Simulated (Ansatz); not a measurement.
Input file for Ansatz (a program for electronic structure):

Ansatz 0.2 input:
```yaml
crystal:
  lattice:
    - [3.4777333905, 0.0, 0.0]
    - [-1.7388666953, 3.0118054638, 0.0]
    - [0.0, 0.0, 5.9916884025]
  atoms:
    - { symbol: Ti, position: [0.3333333333, 0.6666666667, 0.9855897567] }
    - { symbol: Se, position: [0.6666666667, 0.3333333333, 0.2508646354] }
    - { symbol: S, position: [0.0, 0.0, 0.763545608] }
kpoints:
  mp_grid: { grid: [14, 14, 7] }
hamiltonian:
  xc: r2scan
  dispersion: d4
  pseudopotentials: { kind: paw }
scf:
  occupations: { method: gaussian, width: 0.05 }
checkpoint: { read: metal.run }
output: { write_density: true, elf: true, volumetric_format: npy }
basis: { fft_grid_basis: typed }
```

Output (shortened):

```
Pseudopotential: Ti, paw, valence charge 12
Pseudopotential: Se, paw, valence charge 16
Pseudopotential: S, paw, valence charge 6
Functional definition: r2SCAN
Crystal: 3 atoms, lattice volume = 62.758 Å³
Basis set: ecut = 500 eV, 1605 PW (Γ), exchange–correlation on 108×108×180 points (64 copies of the dense FFT grid, shifted against one another)
Bands: 25, of which v1, the nominal top of the filled ones, is band 17 counted from 1 (16 counted from 0)
Symmetry: 6 space group operations
Space group: P3m1 (ITA 156), of the structure as read, at distance tolerance 4.0e-5 Å
k-points: 144 of 1372 (time reversal used)
Stability of the state it starts from, as read at its close in the unpolarized treatment …
iter 1 solved again at ethr=2.75e-7 eV; its pass at ethr=3.10e-3 eV (dr2=9.35e-5 eV) is discarded
SCF iter   1: F=—  HF=-8892.872012 eV  |F-HF|=—  |Δ(HF+E_count)|=         —  Δρ=8.27e-7  dr2=4.25e-10  dr2_τ=2.67e-11  ethr=2.75e-7  ⟨swp⟩=2.9  Hψ=24278  notcnv=0
preconditioner: auto → LDOS
SCF iter   2: F=-8892.872012 eV  HF=-8892.872012 eV  |F-HF|=1.25e-9  |Δ(HF+E_count)|=   5.22e-8  Δρ=1.41e-6  dr2=1.54e-9  dr2_τ=7.38e-11  ethr=1.25e-12  ⟨swp⟩=6.3  Hψ=14510  notcnv=0
SCF 1 converged in 2 iterations: F = -8892.872012 eV  dr2 = 1.54e-9
SCF converged after 2 iterations
Free energy (F): -8892.872012 eV
Harris-Foulkes:  -8892.872012 eV  (|F-HF|=1.25e-9)
Internal energy: -8892.871500 eV  (E = F + TS)
E sigma→0 (E₀):  -8892.871756 eV
Entropy (-TS):   -0.000512 eV (-0.171 meV/atom)
Fermi energy:    8.481805 eV
--- Per-component energies (eV) ---
  E_band       = -616.907124
  E_kinetic    = 497.940921
  E_local      = -4097.757098  (includes V_loc(G=0)·N_el)
  E_nonlocal   = -561.872688
  E_hartree    = 1918.287600
  E_xc         = -284.303918
  E_vxc        = -334.644692  (∫ρ·V_xc dr)
  E_paw        = -3589.779536  (= ΣΔE_a)
  E_vpaw       = 24.169032  (= ΣTr[D̂ρ^β])
  E_aug_tail   = -0.000117  (compensation charges beyond the density's cutoff)
  E_vtau       = 18.681707  (kinetic-family band-sum trace: ∫τ·v_τ [+ j·A + Jᵃ·Aᵃ] dr)
  E_ewald      = -2772.915910
  E_disp       = -0.342759  (pairwise vdW)
  E_core_change = -2.127994  (= ΣΔE_core)
  E_smearing   = -0.000512  (= −TS)
  E_closure    =  0.000000  (closes the sum)
  Σ components = -8892.872012   (vs F -8892.872012, Δ=0.00e0)
  [band-id]    e_kinetic+e_local+e_nonlocal+2·e_hartree+e_vxc+e_vpaw+e_augmentation_tail+e_vtau = -616.907734   (vs E_band -616.907124, Δ=-6.10e-4)
--- Band table (eV; the first three rows and the last of 144) ---
  k-point 0: bands = ["-51.8203", "-39.6249", "-39.6249", "-39.6027", "-39.6027", "-39.5913", "-26.9789", "-26.9561", "-26.9561", "-6.1697", "-4.6445", "2.8694", "5.3222", "5.3222", "7.9786", "8.6075", "8.6075", "8.8689", "8.8689", "9.4315", "11.9231", …
  k-point 1: bands = ["-51.8203", "-39.6249", "-39.6249", "-39.6027", "-39.6027", "-39.5913", "-26.9789", "-26.9561", "-26.9561", "-6.1294", "-4.7150", "3.0440", "5.3275", "5.3275", "7.5708", "8.5808", "8.5808", "8.8676", "8.8676", "9.5867", "11.9662", …
  k-point 2: bands = ["-51.8203", "-39.6249", "-39.6249", "-39.6027", "-39.6027", "-39.5913", "-26.9789", "-26.9561", "-26.9561", "-6.0233", "-4.8869", "3.5142", "5.3395", "5.3395", "6.7431", "8.5230", "8.5230", "8.8639", "8.8639", "9.7827", "12.0629", …
  k-point 143: bands = ["-51.8099", "-39.6236", "-39.6232", "-39.6034", "-39.6030", "-39.5899", "-27.0401", "-27.0227", "-26.9521", "-4.4708", "-4.1840", "3.6032", "3.8627", "4.3599", "5.2081", "5.9058", "6.0238", "9.5003", "9.8279", "9.9367", "11.5153", …
```

Cost: around 23 core-seconds (rough) on shared cores.

The first step of the workflow began from a Materials Project structure, measured or hypothetical; the Crystallography Open Database copy checked does not list it. Its standing as an ambient phase is unchecked. The cell was relaxed with r²SCAN+D4 under the symmetry of its start; its stability against distortions is not shown here. No spin polarisation was allowed. Scalar-relativistic: spin–orbit coupling is off unless named, which matters more the heavier the elements.

Potentials: the later of the program's two PAW sets.

Ansatz is a plane-wave DFT program.
